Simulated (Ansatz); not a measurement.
The cell is a free-standing Janus 2H monolayer of RuFI; cell and atoms were relaxed with r2SCAN. In-plane lattice: a = 3.637 Å, b = 3.637 Å, γ = 120.0°; thickness between the outer nuclei 2.68 Å. Around Ru lie 3 F at 2.48 Å and 3 I at 2.50 Å; around F lie 3 Ru at 2.48 Å; around I lie 3 Ru at 2.50 Å.

```xyz
3
Lattice="3.6368 0.0000 0.0000 -1.8184 3.1495 0.0000 0.0000 0.0000 30.0073" Properties=species:S:1:pos:R:3 pbc="T T F"
Ru    0.0000    2.0997    9.0083
F     1.8184    1.0498   10.3360
I     1.8184    1.0498    7.6556
```
Two periodic directions, a and b.

4 runs of the plane-wave code Ansatz on this cell differ in the functional (and in the settings that go with it). Levels are in eV from each run's valence top; v1 is the last filled band, c1 the first empty one.

Run A, mean stress +1.0 N/m (compression positive):
```
point     v5     v3     v1    c1    c2    c3
    Γ  -3.11  -0.56  -0.40  1.83  1.83  2.83
    M  -3.19  -1.35  -0.16  0.84  1.62  4.05
    K  -3.16  -1.37  -0.03  1.23  1.54  5.18
```

Run B, mean stress -0.3 N/m (compression positive):
```
point     v5     v3     v1    c1    c2    c3
    Γ  -3.02  -0.63  -0.25  4.32  4.32  5.31
    M  -3.47  -1.50  -0.11  3.41  4.23  6.60
    K  -3.42  -1.11   0.00  3.52  4.24  7.74
```

Run C, mean stress 0.0 N/m (compression positive):
```
point     v5     v3     v1    c1    c2    c3
    Γ  -3.17  -0.60  -0.39  2.08  2.08  3.48
    M  -3.29  -1.39  -0.14  1.13  1.88  4.53
    K  -3.25  -1.30  -0.02  1.44  1.84  5.68
```

Run D, mean stress -2.6 N/m (compression positive):
```
point     v5     v3     v1    c1    c2    c3
    Γ  -3.18  -0.55  -0.41  1.77  1.77  2.76
    M  -3.27  -1.35  -0.16  0.75  1.56  3.92
    K  -3.25  -1.41  -0.03  1.18  1.47  5.07
```

Question: Match the runs to LDA, PBE, r2SCAN, r2SCAN0.

Answer: A is PBE, B is r2SCAN0, C is r2SCAN, D is LDA. In order of the gap: LDA 0.75, PBE 0.83, r2SCAN 1.10, r2SCAN0 3.25 eV. The stress vanishes for r2SCAN, which relaxed the cell.

Values at 0 K without nuclear motion; spin polarisation is off, and the phase may be a hypothetical one.

No spin-orbit coupling is included; it can move band edges with weight on the heavy atoms by tenths of an eV.

The stress of a hybrid is loosely converged in these runs.

The meshes of the hybrids are coarse, so their gaps aren't converged to the digits shown.

For some runs the program warns that the potential is rough where the density is thin, which bears on empty states near the vacuum.
